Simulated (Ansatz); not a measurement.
P (black-P type, space group Cmce)

```
CELL_PARAMETERS angstrom
      1.65108    -5.34538     0.00000
      1.65108     5.34538     0.00000
      0.00000     0.00000     4.46666
ATOMIC_POSITIONS crystal
  P  0.40092 0.59908 0.58510
  P  0.59908 0.40092 0.41490
  P  0.90092 0.09908 0.91490
  P  0.09908 0.90092 0.08510
```

E(V) scan at fixed shape, V₀ the volume above. The atoms relax within the cell's symmetry.

Computed with r2SCAN+rVV10 (plane waves to 500 eV, PAW, scalar-relativistic; Ansatz, a quantum-chemistry and plane-wave program). k mesh 10×10×8 (Γ-centred), Fermi-Dirac smearing 0.05 eV. Compression counts positive. P was relaxed with its symmetry unable to fall.

At one point of the scan the stress tensor (GPa) is:

```
    2.7      0.0      0.0
    0.0      0.6      0.0
    0.0      0.0      1.0
```

### Question
Which point is it?
A. V/V₀ = 0.955
B. V/V₀ = 0.940
C. V/V₀ = 0.970
D. V/V₀ = 0.985

### Answer
C, V/V₀ = 0.970

(A scan under strain: stresses follow from slopes of the energy per volume, elastic moduli from its curvatures.)
